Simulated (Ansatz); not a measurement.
**Does relaxation matter for the field gradients of CaO with an O vacancy?**

Start: a supercell of CaO (rock salt type, Fm-3m) built from a COD entry, with all atoms left at the host's positions.

Space group Fm-3m (No. 225); a = 14.4390 Å.

| site | Wyckoff | site symmetry | x | y | z |
| --- | --- | --- | --- | --- | --- |
| Ca1 | 32f | .3m | 0.3333 | 0.8333 | 0.8333 |
| Ca2 | 24e | 4m.m | 0.5000 | 0.0000 | 0.8333 |
| Ca6 | 48h | m.m2 | 0.8333 | 0.1667 | 0.0000 |
| Ca27 | 4a | m-3m | 0.0000 | 0.5000 | 0.5000 |
| O28 | 48i | m.m2 | 0.6667 | 0.1667 | 0.0000 |
| O31 | 32f | .3m | 0.8333 | 0.1667 | 0.1667 |
| O41 | 24e | 4m.m | 0.0000 | 0.5000 | 0.3333 |

One atom of each set is listed; the run and its k-mesh use a cell of 53 atoms with edges of 10.21, 10.21, 10.21 Å.

Level of theory: DFT, PBE, plane waves and PAW, scalar-relativistic, 420 eV cutoff, Γ-centred 2×2×2 k-points, Fermi–Dirac smearing 0.01 eV, cell charge +2 (Ansatz 0.2.0).

The largest force at the start is 2.4 eV/Å. Relaxing the ions at fixed cell moves them by 0.187 Å at most (atom 5, Ca) and 0.069 Å rms.

```
site  moved (Å)  first shell before    first shell after  V_zz before (10²¹ V/m²)  η before
 Ca1      0.001       6 O at 2.41 Å        6 O at 2.41 Å                   -0.026      0.00
 Ca2      0.187       5 O at 2.41 Å   5 O at 2.23–2.38 Å                     7.75      0.00
 Ca6      0.006       6 O at 2.41 Å   6 O at 2.40–2.44 Å                    -0.54      0.34
 O28      0.059      6 Ca at 2.41 Å  6 Ca at 2.38–2.44 Å                     1.94      0.10
 O31      0.015      6 Ca at 2.41 Å  6 Ca at 2.40–2.41 Å                    -0.18      0.00
 O41      0.011      6 Ca at 2.41 Å  6 Ca at 2.23–2.41 Å                     1.67      0.00
```

Task: What are V_zz and η after the relaxation?

Result: 

```tsv
site	V_zz after	η after	change of V_zz
Ca1	-0.37	0.00	-0.34
Ca2	4.94	0.00	-2.81
Ca6	-1.00	0.04	-0.46
O28	1.19	0.39	-0.75
O31	-0.19	0.00	-0.01
O41	-0.37	0.00	-2.04
```

The largest change of V_zz is on Ca2, from 7.75 to 4.94. In per cent, |V_zz| changes by -36 to +87 on Ca, -38 on O (all sites that start above 0.5, bar those whose gradient vanishes or changes sign or whose main axis turns by over 40°). Where |V_zz| stays above 0.1, η moves most on Ca6, from 0.34 to 0.04. V_zz changes sign on O41 (same axis). Sites without a gradient aren't listed.

The defect repeats with the cell of 53 atoms, so it feels its images: sites between two images don't show the values beside a lone defect, and zeros or small values of η there can come from the images' arrangement. A uniform background compensates the cell's charge.
Before: With a gap of 0.4 eV on this mesh, small gradients can still move by 0.1 × 10²¹ V/m² or more as the k-mesh gets denser. The neighbours have not yet relaxed around the defect (largest force 2.4 eV/Å), so a real crystal will differ.
After: The cell keeps the host's lattice, where the PBE pressure is 5 GPa (in a charged cell this depends on the convention for the mean potential).
